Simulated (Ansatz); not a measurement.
CoO (NiAs type, P6_3/mmc), DFT-PBEsol in the program Ansatz with PAW potentials, all energies at zero smearing, with the estimated change up to a 700 eV cutoff added, with one set of potentials and settings (totals compare only within such a set). Cell of 4 atoms (2 Co, 2 O): -11305.111 eV.

```tsv
element	reference phase	E (eV/atom)
Co	P6_3/mmc, 2 atoms in the cell, spin-polarised	-5092.9959
O	C2/m, 4 atoms in the cell, spin-polarised	-558.3554
```

Formation energy per atom, worked out: (-11305.111 − 2×(-5092.9959) − 2×(-558.3554))/4 = -0.602 eV/atom (-58 kJ per mol of atoms), at 0 K, without zero-point energy or fitted corrections.

The start of the workflow was typed in or built on a structure type; neither database checked (COD, Materials Project) lists it. It is not the phase usual at ambient conditions (space group No. 225). The cell was relaxed with PBEsol under the symmetry of its start, as lowered by the spin order; whether a distortion lowers the energy is not shown. Spin order of the final state: antiferromagnetic, chosen from 5 collinear starts compared on coarse meshes (ties went to the first, and starts can fall back to one state), not a proven ground state. No Hubbard U is applied. The references are the lowest solids computed at this level, not always the standard phases (solids in place of the gases).

Potentials: the later of the program's two PAW sets.
